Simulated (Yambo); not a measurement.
Yambo run on CsMo2AlO8 (space group P-3m1, No. 164). The wavefunctions are norm-conserving PBEsol (Quantum ESPRESSO, 84 Ry, without SOC) ones on a 3×3×1 mesh (44 occupied bands); a = b = 5.650 Å, c = 8.265 Å, α = β = 90.00°, γ = 120.00°.

Yambo input:

```
gw0
dyson
el_el_corr
HF_and_locXC
ppa
em1d
EXXRLvcs= 84 Ry
VXCRLvcs= 336 Ry
Chimod= "HARTREE"
% BndsRnXp
 3 | 251 |
%
NGsBlkXp= 6 Ry
% LongDrXp
 1.0 | 1.0 | 1.0 |
%
PPAPntXp= 27.2114 eV
% GbndRnge
 1 | 251 |
%
GTermKind= "BG"
DysSolver= "n"
ExtendOut
% QPkrange
 1 | 1 | 44 | 45 |
%
```

k points by index: 1 = Γ.

The o-*.qp file then holds:

```
#    K-point    Band    Eo [eV]    E [eV]    E-Eo [eV]    Vxc [eV]    Vnlxc [eV]    Sc|Eo [eV]    Sc|E [eV]    dSc/dw|Eo [eV]    Re(Z)    Im(Z)
#
    1    44    0.000000    -0.805705    -0.805705    -19.72798    -24.76764    4.005298    4.233962    -7.721476    0.778960    -0.001400
    1    45    3.670243    5.549737    1.879494    -18.65755    -13.32087    -3.027540    -3.457181    -6.220040    0.813945    -0.001171
```
(The two width columns are left out.) Convergence of these settings isn't established.

Geometry of the Materials Project entry, not relaxed at this level.
